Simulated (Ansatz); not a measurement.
## Ru under strain: Electric field gradients

The cell is a COD entry, relaxed with PBE at fixed cell and then changed (z stretched by 1 %, ions relaxed).

```
Ru
1.0
     2.70580    0.00000    0.00000
    -1.35290    2.34329    0.00000
     0.00000    0.00000    4.32472
Ru
2
Direct
  0.33333 0.66667 0.25000
  0.66667 0.33333 0.75000
```

Atom numbers follow the list; atoms alike are taken as one site, whose name carries the number of the first.

Method: Kohn–Sham DFT in Ansatz, PBE, plane waves and PAW, scalar-relativistic, 420 eV cutoff, Γ-centred 20×20×11 k-points, Fermi–Dirac smearing 0.05 eV.

C_Q = eQV_zz/h, which is 24.18 MHz for Q = 1 b and V_zz = 10²¹ V/m²; η = (V_xx − V_yy)/V_zz. ν_Q = 3|C_Q|/[2I(2I − 1)].

101Ru: I = 5/2, Q = 457.0 mb. Quadrupole moments are those of Pyykkö's year-2017 table.

Question: Which values are expected at the nuclei?

Answer: 

```tsv
site	atoms (order as listed)	first shell	C_Q (MHz)	η	ν_Q (MHz)
Ru	1, 2	12 Ru at 2.67–2.71 Å	-9.79	0.00	1.47
```

An axis of threefold or higher order runs through Ru, so V_zz lies along it and η is zero.

With no gap above 0.1 eV, as in a metal, the gradients converge slowly in k; expect changes of a tenth or more on a denser mesh. Without spin–orbit coupling (the program notes it for Ru) the gradients can shift somewhat, as the gap is small. With these PAW files V_zz is typically within 2 to 3 % of all-electron values, but misses above 10 % occur on Ru.

The relaxation (1 step) took 5.1 s of wall time (5.1 s of CPU time) and 0.52 GiB at its peak, on 1 thread of Intel Xeon 6975P-C (Granite Rapids) (x86_64; 16 cores open to the job, memory cap 3.0 GiB, no GPU), a shared host with a load of 0.1 a core.
